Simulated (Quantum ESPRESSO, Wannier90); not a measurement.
## Wannierisation of Ca3SnO (anti-perovskite)

```
begin unit_cell_cart
ang
    4.8264900000    0.0000000000    0.0000000000
    0.0000000000    4.8264900000    0.0000000000
    0.0000000000    0.0000000000    4.8264900000
end unit_cell_cart
begin atoms_frac
Ca   0.5000000000  0.0000000000  0.5000000000
Ca   0.0000000000  0.5000000000  0.5000000000
Ca   0.5000000000  0.5000000000  0.0000000000
Sn   0.0000000000  0.0000000000  0.0000000000
O    0.5000000000  0.5000000000  0.5000000000
end atoms_frac
```

Cell from Materials Project (mp-29241), symmetrised, no further relaxation. COD (Crystallography Open Database) has an entry of this formula and space group (matched by these alone). Computed values, not measurements, from PBEsol: Quantum ESPRESSO (norm-conserving PseudoDojo potentials, cutoff 68 Ry, no spin polarisation, no spin-orbit coupling) on a Γ-centred 4×4×4 mesh, then Wannier90. Density: 6×6×6 mesh, cold smearing 0.01 Ry. Spin-orbit coupling is left out although heavy elements are present.

A tight-binding model is made by disentanglement and projection with no localisation steps (num_iter = 0), so the 26 orbitals stay atom-like: hydrogen-like Ca: s;d; Sn: s;p; O: s;p, axes along x, y, z; frozen window up to 1.50 eV relative to the Fermi level. It follows pw.x to 24 meV rms for states up to 1.0 eV relative to the Fermi level. Matrix elements depend on this choice of orbitals and windows.

Problem. Which pairs of orbitals on different sites are coupled most strongly? Give distance, modulus and how many such pairs a cell has.

Solution. 
```tsv
orbital	orbital	distance of the centres (Å)	modulus (eV)	pairs
Ca dz2	O pz	2.41	1.44	2
Ca dz2	O s	2.41	1.28	2
Ca dx2-y2	O px	2.41	1.25	2
Ca dx2-y2	O py	2.41	1.25	2
Ca dx2-y2	O s	2.41	1.11	4
Ca s	Sn px	3.41	0.90	8
Ca s	Sn py	3.41	0.90	8
Ca s	Sn pz	3.41	0.90	8
Ca s	O pz	2.41	0.86	2
Ca s	O px	2.41	0.86	2
Ca s	O py	2.41	0.86	2
Ca s	Sn s	3.41	0.73	12
Ca dyz	O pz	2.41	0.72	2
Ca dxz	O pz	2.41	0.72	2
Ca dxy	O px	2.41	0.72	2
Ca dxz	O px	2.41	0.72	2
Ca dxy	O py	2.41	0.72	2
Ca dyz	O py	2.41	0.72	2
Ca dz2	O py	2.41	0.72	2
Ca dz2	O px	2.41	0.72	2
Ca dyz	Sn py	3.41	0.66	4
Ca dxz	Sn pz	3.41	0.66	4
Ca dxy	Sn px	3.41	0.66	4
Ca dxz	Sn px	3.41	0.66	4
Ca dyz	Sn pz	3.41	0.66	4
Ca dxy	Sn py	3.41	0.66	4
Ca dz2	O s	2.41	0.64	4
Ca dxy	Sn s	3.41	0.62	4
Ca dxz	Sn s	3.41	0.62	4
Ca dyz	Sn s	3.41	0.62	4
```
